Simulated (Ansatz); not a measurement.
A relaxed structure of Ti is spoiled in several ways and relaxed again each time (noise and exchanges are one random draw each; squeezed and stretched starts keep its symmetry, which their runs cannot lower; pressure is positive under compression). Computed with r2SCAN (plane waves to 500 eV, PAW, scalar-relativistic; Ansatz, a program for electronic structure).

Space group P6₃/mmc (No. 194); a = 2.936 Å, b = 2.936 Å, c = 4.637 Å, α = 90.00°, β = 90.00°, γ = 120.00°

| atom | site | symmetry | x | y | z |
|---|---|---|---|---|---|
| Ti | 2d | -6m2 | 0.6667 | 0.3333 | 0.2500 |

One start gave a first pressure of +18.7 GPa, a largest first force of 0.00 eV/Å and released 0.11 eV/atom. Which change was it?
A. squeezed uniformly to 88 % of its volume
B. with every coordinate shifted by Gaussian noise of σ = 0.3 Å
C. squeezed uniformly to 80 % of its volume

A, squeezed uniformly to 88 % of its volume. All starts:

```tsv
change	first pressure (GPa)	largest first force (eV/Å)	released (eV/atom)	moves	outcome	final group	E − E(parent) (eV/atom)
squeezed uniformly to 80 % of its volume	37.9	0.00	0.35	10	returns to the parent	P6₃/mmc	0.00
with every coordinate shifted by Gaussian noise of σ = 0.3 Å	–	–	0.94	10	returns to the parent	P6₃/mmc	0.00
squeezed uniformly to 88 % of its volume	18.7	0.00	0.11	7	returns to the parent	P6₃/mmc	0.00
```

First-step values come from each run's starting, coarser k-mesh (14×14×8, 13×13×7). The runs use different k-meshes, so differences are rounded accordingly. No spin polarisation in the result.
